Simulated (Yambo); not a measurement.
Yambo run on a free-standing CaHBr monolayer (symmetry P4/nmm, slab cell 19.6 Å high). The wavefunctions are PBEsol (Quantum ESPRESSO, PseudoDojo norm-conserving, 72 Ry, with spin-orbit coupling) ones on a 4×4×1 mesh (36 occupied bands); a = b = 3.7727 Å, c = 19.6000 Å, α = β = γ = 90.00°.

Yambo input:

```
rim_cut
HF_and_locXC
RandQpts= 1000000
RandGvec= 2 Ry
CUTGeo= "slab z"
EXXRLvcs= 72 Ry
VXCRLvcs= 288 Ry
% QPkrange
 1 | 1 | 34 | 38 |
 3 | 3 | 36 | 37 |
 6 | 6 | 36 | 37 |
%
```

k points by index: 1 = Γ, 3 = X, 6 = M.

The o-*.hf file then holds:

```
#    K-point    Band    Eo [eV]    Ehf [eV]    Vxc [eV]    Vnlxc [eV]
#
    1    34    -0.387766    -4.014076    -12.03311    -15.65942
    1    35    -0.38670E-12    -2.755866    -11.48665    -14.24251
    1    36    0.000000    -2.755866    -11.48665    -14.24251
    1    37    4.089176    9.700577    -11.82383    -6.212424
    1    38    4.089176    9.700577    -11.82383    -6.212424
    3    36    -0.409217    -3.944368    -12.08038    -15.61553
    3    37    4.714829    10.54181    -11.68245    -5.855466
    6    36    -0.892633    -4.631717    -11.49347    -15.23255
    6    37    4.584252    9.640099    -10.57227    -5.516420
```
Exchange alone, without screening.

Geometry relaxed with PBEsol.

This is a model layer cut from the bulk structure; whether it is stable on its own was not checked.
